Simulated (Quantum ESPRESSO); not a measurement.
One change at a time to IrOsTi6

All numbers below are calculated, not measured. They come from Quantum ESPRESSO 7.5, a public plane-wave density functional program. Each row is one single-point run on a made-up periodic cell of eight metal atoms, with elements, volume, strain and displacements drawn at random and not relaxed, so a cell may be unstable or far from any real phase. There is no spin polarisation or spin-orbit coupling.

Settings: PBE unless stated; PseudoDojo standard norm-conserving files; Fermi-Dirac width 0.25 eV, which means electrons at about 2900 K; cutoff 1143 eV; 6 x 5 x 4 k mesh shifted half a step off Gamma. E is the free energy of the whole cell (internal energy minus TS), so a -TS column is already part of it. Stress is positive in tension, and the pressure P is minus a third of its trace.

Checks: one run of this series was repeated at a higher cutoff and on a denser mesh, which moved values by no more than 0.002 eV, 0.06 GPa and 0.007 eV/Å, and a second program with other atomic files agreed on it to 2 % rms in force and 0.5 GPa in pressure. Known limits: heavy elements are run without spin-orbit coupling, which real alloys of them have; a spin test at this wide smearing found no moment, but such smearing suppresses magnetism that the real alloy may have.

The lattice is hexagonal close-packed, and the cell vectors in Å are (4.255, -2.457, 0.000); (-2.837, 0.000, -4.457); (2.837, 4.914, 0.000), a volume of 124.27 Å³ in run 1. The elements on sites 1 to 8 are Ir Os Ti Ti Ti Ti Ti Ti. Each later run makes one change to run 1 and keeps the rest. E is counted from run 1, and is n/a where other atomic files have another zero of energy.

| run | change | V (Å³) | P (GPa) | -TS (eV) | rms force (eV/Å) | largest change of a force component (eV/Å) | E (eV) |
|---|---|---|---|---|---|---|---|
| 1 | none | 124.27 | 8.10 | -2.212 | 0.530 | 0.000 | 0.000 |
| 2 | sites 1 and 6 exchanged | 124.27 | 8.14 | -2.249 | 0.576 | 1.104 | -0.077 |
| 3 | all lengths scaled by -0.57 % | 122.15 | 11.34 | -2.175 | 0.562 | 0.090 | 0.128 |
| 4 | LDA in place of PBE | 124.27 | -3.32 | -2.239 | 0.464 | 0.184 | n/a |
| 5 | Mg on site 6 | 124.27 | 9.10 | -2.044 | 0.480 | 0.326 | n/a |
| 6 | site 6 moved by +0.08 Å along z | 124.27 | 8.06 | -2.207 | 0.536 | 0.799 | ? |

## Worked estimate

Along the move dE = -F dx. The force on site 6 along z is 0.026 eV/Å in run 1 and -0.773 eV/Å in run 6, and the move is +0.08 Å, so the mean force times the move gives an estimate.

## Withheld value

Question: what E should run 6 give?

The estimate is 0.030 eV. The calculation gave 0.030 eV.
